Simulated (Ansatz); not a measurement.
Relaxation of a relaxed Pd cell, doubled along one cell vector, shaken by Gaussian noise of σ = 0.08 Å a coordinate; 4 atoms in the cell, which starts as P1 (No. 1), aP4; a = 4.020 Å, b = 4.020 Å, c = 6.963 Å, α = 73.22°, β = 73.22°, γ = 60.00°. Computed with PBEsol (plane waves to 420 eV, PAW, scalar-relativistic; Ansatz, a quantum-chemistry and plane-wave program). Γ-centred k-mesh 10×10×5 on the run's cell (coarser than for final values), Fermi–Dirac smearing 0.05 eV. This is the first round of the run. 

The optimiser's lines from the output (shortened; P is positive under compression):

```
relax step   1: F+E_penalty+E_count = -27621.16938934 eV  Δ(F+E_penalty+E_count) = +0.000e0 eV  max|allowed force component| = 8.378e-1 eV/Å  Δτ_max = 0.0000 Å  P = +0.238 GPa  Ω = 91.880 Å³  (11 SCF iters, dr2 threshold 1.00e-7 eV, accepted)
relax step   2: F+E_penalty+E_count = -27621.25667288 eV  Δ(F+E_penalty+E_count) = -8.728e-2 eV  max|allowed force component| = 1.476e-1 eV/Å  Δτ_max = 0.0541 Å  P = +0.264 GPa  Ω = 91.215 Å³  (10 SCF iters, dr2 threshold 4.00e-7 eV, accepted)
relax step   3: F+E_penalty+E_count = -27621.43209066 eV  Δ(F+E_penalty+E_count) = -1.754e-1 eV  max|allowed force component| = 5.475e-1 eV/Å  Δτ_max = 0.1951 Å  P = -0.672 GPa  Ω = 90.132 Å³  (11 SCF iters, dr2 threshold 4.00e-7 eV, accepted)
relax step   4: F+E_penalty+E_count = -27621.82643292 eV  Δ(F+E_penalty+E_count) = -3.943e-1 eV  max|allowed force component| = 6.767e-1 eV/Å  Δτ_max = 0.1953 Å  P = -1.925 GPa  Ω = 86.849 Å³  (10 SCF iters, dr2 threshold 4.00e-7 eV, accepted)
relax step   5: F+E_penalty+E_count = -27622.48813573 eV  Δ(F+E_penalty+E_count) = -6.617e-1 eV  max|allowed force component| = 8.428e-1 eV/Å  Δτ_max = 0.1821 Å  P = -2.903 GPa  Ω = 81.398 Å³  (10 SCF iters, dr2 threshold 4.00e-7 eV, accepted)
relax step   6: F+E_penalty+E_count = -27623.21744034 eV  Δ(F+E_penalty+E_count) = -7.293e-1 eV  max|allowed force component| = 9.464e-1 eV/Å  Δτ_max = 0.1489 Å  P = -2.900 GPa  Ω = 75.970 Å³  (7 SCF iters, dr2 threshold 4.00e-7 eV, accepted)
relax step   7: F+E_penalty+E_count = -27623.87710715 eV  Δ(F+E_penalty+E_count) = -6.597e-1 eV  max|allowed force component| = 1.270e0 eV/Å  Δτ_max = 0.1300 Å  P = -1.077 GPa  Ω = 70.822 Å³  (7 SCF iters, dr2 threshold 4.00e-7 eV, accepted)
relax step   8: F+E_penalty+E_count = -27624.51170539 eV  Δ(F+E_penalty+E_count) = -6.346e-1 eV  max|allowed force component| = 8.290e-1 eV/Å  Δτ_max = 0.1896 Å  P = +1.598 GPa  Ω = 66.052 Å³  (7 SCF iters, dr2 threshold 4.00e-7 eV, accepted)
relax step   9: F+E_penalty+E_count = -27624.75760870 eV  Δ(F+E_penalty+E_count) = -2.459e-1 eV  max|allowed force component| = 6.953e-1 eV/Å  Δτ_max = 0.1951 Å  P = +4.051 GPa  Ω = 63.530 Å³  (7 SCF iters, dr2 threshold 4.00e-7 eV, accepted)
relax step  10: F+E_penalty+E_count = -27625.22803380 eV  Δ(F+E_penalty+E_count) = -4.704e-1 eV  max|allowed force component| = 5.338e-1 eV/Å  Δτ_max = 0.1418 Å  P = -1.068 GPa  Ω = 63.177 Å³  (7 SCF iters, dr2 threshold 4.00e-7 eV, accepted)
relax step  11: F+E_penalty+E_count = -27625.50547267 eV  Δ(F+E_penalty+E_count) = -2.774e-1 eV  max|allowed force component| = 1.040e0 eV/Å  Δτ_max = 0.1273 Å  P = +0.770 GPa  Ω = 61.298 Å³  (7 SCF iters, dr2 threshold 4.00e-7 eV, accepted)
relax step  12: F+E_penalty+E_count = -27625.92858418 eV  Δ(F+E_penalty+E_count) = -4.231e-1 eV  max|allowed force component| = 7.508e-1 eV/Å  Δτ_max = 0.0913 Å  P = +1.191 GPa  Ω = 59.589 Å³  (6 SCF iters, dr2 threshold 4.00e-7 eV, accepted)
relax step  13: F+E_penalty+E_count = -27626.28207490 eV  Δ(F+E_penalty+E_count) = -3.535e-1 eV  max|allowed force component| = 2.241e-1 eV/Å  Δτ_max = 0.0959 Å  P = +2.440 GPa  Ω = 57.970 Å³  (7 SCF iters, dr2 threshold 4.00e-7 eV, accepted)
relax step  14: F+E_penalty+E_count = -27626.47770400 eV  Δ(F+E_penalty+E_count) = -1.956e-1 eV  max|allowed force component| = 7.683e-2 eV/Å  Δτ_max = 0.0523 Å  P = +2.044 GPa  Ω = 57.405 Å³  (6 SCF iters, dr2 threshold 4.00e-7 eV, accepted)
relax step  15: F+E_penalty+E_count = -27626.57110657 eV  Δ(F+E_penalty+E_count) = -9.340e-2 eV  max|allowed force component| = 3.055e-2 eV/Å  Δτ_max = 0.0207 Å  P = +1.470 GPa  Ω = 57.484 Å³  (6 SCF iters, dr2 threshold 4.00e-7 eV, accepted)
relax step  16: F+E_penalty+E_count = -27626.52643723 eV  Δ(F+E_penalty+E_count) = +4.467e-2 eV  max|allowed force component| = 2.899e-2 eV/Å  Δτ_max = 0.0043 Å  P = -6.421 GPa  Ω = 59.965 Å³  (6 SCF iters, dr2 threshold 4.00e-7 eV, rejected (line search))
relax step  17: F+E_penalty+E_count = -27626.57656506 eV  Δ(F+E_penalty+E_count) = -5.458e-3 eV  max|allowed force component| = 1.322e-3 eV/Å  Δτ_max = 0.0051 Å  P = +0.006 GPa  Ω = 57.904 Å³  (9 SCF iters, accepted)
relax step  18: F+E_penalty+E_count = -27626.57659993 eV  Δ(F+E_penalty+E_count) = -3.487e-5 eV  max|allowed force component| = 2.151e-4 eV/Å  Δτ_max = 0.0003 Å  P = -0.010 GPa  Ω = 57.905 Å³  (6 SCF iters, dr2 threshold 4.73e-8 eV, accepted)
relax step  19: F+E_penalty+E_count = -27626.57660125 eV  Δ(F+E_penalty+E_count) = -1.322e-6 eV  max|allowed force component| = 1.489e-5 eV/Å  Δτ_max = 0.0000 Å  P = +0.010 GPa  Ω = 57.903 Å³  (6 SCF iters, dr2 threshold 2.67e-9 eV, accepted)
relax step  20: F+E_penalty+E_count = -27626.57660102 eV  Δ(F+E_penalty+E_count) = +2.335e-7 eV  max|allowed force component| = 4.269e-5 eV/Å  Δτ_max = 0.0000 Å  P = -0.001 GPa  Ω = 57.904 Å³  (8 SCF iters, dr2 threshold 1.46e-9 eV, accepted)
relax step  21: F+E_penalty+E_count = -27626.61064992 eV  Δ(F+E_penalty+E_count) = -3.405e-2 eV  max|allowed force component| = 4.269e-5 eV/Å  Δτ_max = 0.0000 Å  P = +1.230 GPa  Ω = 57.904 Å³  stress off target by 3.55e0 GPa  SCF on the basis re-selected at this cell (its energy is not comparable with the rows above)  (7 SCF iters)
relax step  22: F+E_penalty+E_count = -27626.62689504 eV  Δ(F+E_penalty+E_count) = -1.625e-2 eV  max|allowed force component| = 4.801e-3 eV/Å  Δτ_max = 0.0005 Å  P = +0.663 GPa  Ω = 58.018 Å³  (6 SCF iters, dr2 threshold 4.00e-7 eV, accepted)
relax step  23: F+E_penalty+E_count = -27626.63018808 eV  Δ(F+E_penalty+E_count) = -3.293e-3 eV  max|allowed force component| = 6.749e-4 eV/Å  Δτ_max = 0.0004 Å  P = -0.005 GPa  Ω = 58.195 Å³  (6 SCF iters, dr2 threshold 4.00e-7 eV, accepted)
relax step  24: F+E_penalty+E_count = -27626.63020150 eV  Δ(F+E_penalty+E_count) = -1.342e-5 eV  max|allowed force component| = 2.285e-5 eV/Å  Δτ_max = 0.0001 Å  P = +0.001 GPa  Ω = 58.193 Å³  (6 SCF iters, dr2 threshold 1.24e-8 eV, accepted)
relax step  25: F+E_penalty+E_count = -27626.63022105 eV  Δ(F+E_penalty+E_count) = -1.955e-5 eV  max|allowed force component| = 2.281e-5 eV/Å  Δτ_max = 0.0000 Å  P = +0.005 GPa  Ω = 58.193 Å³  stress off target by 8.18e-3 GPa  SCF on the basis re-selected at this cell (its energy is not comparable with the rows above)  (9 SCF iters)
```

From the first to the last row the energy changes by -1.37 eV/atom and the volume by -36.7 %. The last row is marked as not comparable with the walk above it, whose basis was carried along; it does compare with step 1, since both stand on a basis selected at the nominal cutoff for their own cell.

Energy and pressure jump between steps 20 and 21 at one geometry, where the plane-wave basis was selected anew. While the cell walks, the set of plane waves is carried along, so its effective cutoff drifts with the strain; re-selecting it at 420 eV moved the energy by -0.009 eV/atom and the pressure by 1.2 GPa. Only step 1 and rows on a re-selected basis compare with each other.

Step 16 was rejected by the optimiser.

Later rounds, restarted from the end of this one on a renewed k-mesh, logged 10 more steps and released under 0.01 eV/atom more. The final structure after all rounds: Fm-3m (No. 225), cF4, fcc (Cu type); a = b = c = 3.876 Å, α = β = γ = 90.00°. Between re-selections the logged energies stand on a plane-wave basis carried along with the cell. No spin polarisation in the result.

Of the parent cell (Fd-3m (No. 227)): it is a generated cell of Pd: the first start was made by placing the elements on the sites of a structure type, and the end was not matched to a known phase here, so it may be hypothetical. Known forms of Pd include space group No. 225.
